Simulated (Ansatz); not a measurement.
Structure relaxation, FeSi

The start is a generated trial cell of FeSi in the AFLOW prototype AB_hR2_166_a_b (L1_1, as in CuPt). Cell shape, volume and atoms are optimised at zero target pressure with PBEsol (plane waves to 420 eV, PAW, scalar-relativistic; Ansatz, a program for electronic structure). The first steps use a coarse 10×10×10 k-mesh.

Input geometry:
```
CELL_PARAMETERS angstrom
      1.33938     0.77329     4.27347
     -1.33938     0.77329     4.27347
      0.00000    -1.54659     4.27347
ATOMIC_POSITIONS crystal
  Fe 0.00000 0.00000 0.00000
  Si 0.50000 0.50000 0.50000
```
Spin-polarised start, with parallel moments on Fe.

**Question.** What pressure does the first self-consistent step give?

**Answer.** -21 GPa (negative: the cell is under tension).

**Question.** By how much does the energy per atom fall from start to end?

**Answer.** 0.35 eV/atom.

**Question.** How does the volume per atom move from start to end?

**Answer.** -18.8 %, from 13.28 to 10.79 Å³/atom.

**Question.** How do the shortest distances between atoms change?

**Answer.** The closest pairs of elements (up to four, under 3.6 Å), start → end: Fe–Si 2.64 → 2.37 Å; Fe–Fe 2.68 → 2.61 Å; Si–Si 2.68 → 2.61 Å.

The space group stays R-3m (No. 166) (the run could not lower it); the end is AFLOW prototype AB_hR2_166_a_b (L1_1, as in CuPt), with 2 atoms in the primitive cell. Final values are on a 21×21×21 k-mesh of the relaxed cell. No spin polarisation in the result: the starting moments vanished. A magnetic state may lie lower.

The run could not lose the symmetry of its start, so the end can be a saddle point.

All atoms sit on sites fixed by symmetry, so only the cell could relax.

The relaxed structure here is a generated cell of FeSi: the first start was made by placing the elements on the sites of a structure type, and the end was not matched to a known phase here, so it may be hypothetical.
